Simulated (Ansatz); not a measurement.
## Spinel alloy of ZnGa2O4 and ZnAl2O4 (11 of 16 Ga sites exchanged), 56 atoms

Theory: Ansatz 0.2.0, DFT, PBEsol, PAW, plane waves.

Command:

```sh
ansatz run in.yaml --threads 7 --pin off --max-ram 13300MiB --runs-dir r --events-out ev --progress --plain
```

The input less its lattice and atoms:

```yaml
crystal:
  symmetry: { detect: false }
kpoints:
  mp_grid: { grid: [1, 1, 1], shift: [0.25, 0.25, 0.25] }
hamiltonian:
  xc: pbesol
scf:
  occupations: { method: fermi_dirac, width: 0.01 }
relax:
  f_tol: 0.03
  max_steps: 80
  escape_saddle: false
  adjacent_minimum: "off"
  cell: { fix: [shape] }
output:
  forces: true
  eigenvalues: true
  populations: true
```

Start:

```
Zn Al O Ga
1.0
     8.16806    0.00000    0.00000
     0.00000    8.16806    0.00000
     0.00000    0.00000    8.16806
Zn Al O Ga
8 11 32 5
Cartesian
  7.1196 3.0608 3.0774
  3.1006 7.1353 3.0595
  3.0715 3.0508 7.1749
  1.0350 1.0264 1.0188
  7.1327 7.1326 7.1461
  5.1185 5.1033 0.9919
  5.1298 1.0307 5.0992
  1.0606 5.1329 5.0935
  4.0508 8.1576 0.0066
  8.1572 4.0599 8.1609
  2.0572 6.1684 0.0091
  0.0076 8.1513 4.1015
  2.0457 2.0721 4.0705
  2.0728 4.0632 2.0541
  4.1002 2.0799 2.0461
  6.1199 6.1170 4.0933
  2.0364 0.0297 6.1158
  0.0094 6.1441 2.0348
  8.1546 2.0363 6.0896
  4.1766 0.0744 1.9227
  6.0199 1.9255 1.9362
  4.2210 1.8831 0.1171
  6.0290 0.0890 0.0886
  0.1052 4.1850 1.9227
  1.9441 6.0412 1.8999
  0.1102 6.0029 0.0711
  1.9791 4.1937 0.1301
  0.1027 0.1005 6.0327
  1.9283 1.9222 6.0384
  0.1284 1.9625 4.2243
  1.9080 0.0874 4.1610
  2.1591 2.1573 2.1688
  3.9939 3.9947 2.1587
  3.9486 2.1369 3.9891
  2.1712 3.9633 3.9764
  4.2065 4.1958 6.0212
  6.0073 6.0240 5.9778
  4.1723 6.0271 4.2044
  6.0156 4.2093 4.1980
  6.2406 6.2035 2.1734
  8.0627 8.0502 2.1767
  8.0675 6.2494 3.9616
  6.2552 8.0700 3.9565
  6.2488 2.1580 6.2303
  8.0466 3.9431 6.2046
  8.0802 2.1500 8.0751
  6.2559 3.9549 8.0459
  2.1257 6.2286 6.1995
  3.9660 8.0651 6.2351
  3.9660 6.2104 8.0690
  2.1501 8.0625 8.0579
  6.1257 2.0647 0.0009
  6.0964 8.1420 2.0281
  4.1179 4.0840 4.1020
  6.1309 4.0749 6.1392
  4.0823 6.1371 6.1266
```

Steps:

```
 step  energy less the first (eV)  largest force component (eV/Å)  pressure (GPa)
start                       0.000                           1.340            1.23
    1                      -0.796                           0.668            0.18
    2                      -1.148                           0.065           -0.11
    3                      -1.152                           0.020           -0.02
```

A structure on the way, about -0.80 eV from the start:

```xyz
56
Lattice="8.1729 0.0000 0.0000 0.0000 8.1729 0.0000 0.0000 0.0000 8.1729" Properties=species:S:1:pos:R:3 pbc="T T T"
Zn    7.1483    3.0588    3.0700
Zn    3.0796    7.1491    3.0628
Zn    3.0444    3.0555    7.1629
Zn    1.0331    1.0240    1.0084
Zn    7.1671    7.1503    7.1559
Zn    5.1072    5.1192    1.0059
Zn    5.1223    1.0193    5.1026
Zn    1.0644    5.1352    5.1132
Al    4.0521    0.0081    0.0100
Al    0.0036    4.0739    0.0087
Al    2.0467    6.1542    0.0281
Al    0.0185    8.1459    4.0909
Al    2.0397    2.0603    4.0607
Al    2.0515    4.0680    2.0369
Al    4.0807    2.0638    2.0401
Al    6.1458    6.1202    4.0927
Al    2.0362    0.0271    6.1238
Al    0.0126    6.1363    2.0532
Al    0.0051    2.0430    6.0890
O     4.1654    0.0871    1.9217
O     5.9963    1.9469    1.9594
O     4.1841    1.9069    0.1169
O     6.0162    0.0720    0.0871
O     0.1081    4.1949    1.9281
O     1.9327    6.0295    1.9185
O     0.1119    6.0068    0.1030
O     1.9637    4.1948    0.1236
O     0.1131    0.1144    6.0153
O     1.9352    1.9155    6.0156
O     0.1278    1.9406    4.2146
O     1.9144    0.0995    4.1842
O     2.1512    2.1616    2.1552
O     3.9691    3.9703    2.1215
O     3.9465    2.1101    3.9708
O     2.1330    3.9580    3.9567
O     4.2011    4.1829    6.0311
O     6.0445    6.0517    5.9828
O     4.2024    6.0460    4.1788
O     6.0346    4.2121    4.1703
O     6.2542    6.1926    2.1778
O     8.0952    8.0431    2.1658
O     8.0805    6.2405    3.9762
O     6.2680    8.0609    3.9945
O     6.2682    2.1352    6.2151
O     8.0957    3.9504    6.2371
O     8.1012    2.1655    8.0621
O     6.2683    3.9854    8.0765
O     2.1201    6.2476    6.2430
O     3.9571    8.0951    6.2544
O     3.9563    6.2435    8.0917
O     2.1532    8.0511    8.0610
Ga    6.1263    2.0583    0.0028
Ga    6.1111    8.1493    2.0433
Ga    4.1038    4.0797    4.0851
Ga    6.1551    4.0823    6.1357
Ga    4.0903    6.1496    6.1291
```

End:

```xyz
56
Lattice="8.1697 0.0000 0.0000 0.0000 8.1697 0.0000 0.0000 0.0000 8.1697" Properties=species:S:1:pos:R:3 pbc="T T T"
Zn    7.1877    3.0495    3.0545
Zn    3.0298    7.1500    3.0540
Zn    3.0261    3.0494    7.1549
Zn    1.0342    1.0156    1.0273
Zn    7.1895    7.1510    7.1563
Zn    5.1024    5.1159    1.0294
Zn    5.1031    1.0159    5.0959
Zn    1.0343    5.1138    5.0988
Al    4.0498    0.0069    0.0069
Al    0.0316    4.0871    0.0043
Al    2.0337    6.1334    0.0118
Al    0.0185    8.1598    4.0961
Al    2.0327    2.0274    4.0750
Al    2.0327    4.0742    2.0290
Al    4.0496    2.0317    2.0320
Al    6.1614    6.1312    4.0782
Al    2.0328    0.0102    6.1342
Al    0.0186    6.1130    2.0499
Al    0.0308    2.0361    6.1222
O     4.1295    0.1232    1.9153
O     5.9755    1.9603    1.9723
O     4.1367    1.9164    0.1223
O     5.9764    0.0651    0.0769
O     0.1286    4.1908    1.9207
O     1.9253    5.9970    1.9306
O     0.1251    6.0138    0.1283
O     1.9350    4.2116    0.1144
O     0.1289    0.1203    6.0190
O     1.9318    1.9232    5.9954
O     0.1238    1.9124    4.1968
O     1.9276    0.1065    4.2098
O     2.1401    2.1552    2.1594
O     3.9420    3.9462    2.0846
O     3.9457    2.0936    3.9452
O     2.1024    3.9505    3.9451
O     4.1789    4.1726    6.0362
O     6.0693    6.0611    5.9854
O     4.2355    6.0627    4.1472
O     6.0705    4.2235    4.1484
O     6.2745    6.1856    2.1717
O     8.1144    8.0354    2.1739
O     8.0775    6.2406    3.9684
O     6.2731    8.0396    4.0251
O     6.2885    2.1177    6.1936
O     8.1426    3.9526    6.2578
O     8.1195    2.1633    8.0463
O     6.2885    4.0184    8.0942
O     2.1057    6.2644    6.2590
O     3.9435    8.1237    6.2609
O     3.9475    6.2622    8.1141
O     2.1374    8.0504    8.0546
Ga    6.1292    2.0414    8.1680
Ga    6.1205    8.1564    2.0522
Ga    4.0868    4.0800    4.0583
Ga    6.1671    4.0926    6.1180
Ga    4.0876    6.1511    6.1285
```

Self-consistency was reached.

Time: 28 s of wall time on 7 threads of a Neoverse-V2 processor, on a host shared with other runs; peak host memory 1.3 GiB.

Question: How much energy did the relaxation gain, and which atom moved most?

Answer: 1.15 eV in 3 steps, from a start with small random displacements; atom 45 (O) moved 0.11 Å, the median atom 0.05 Å (drift of the whole cell removed).
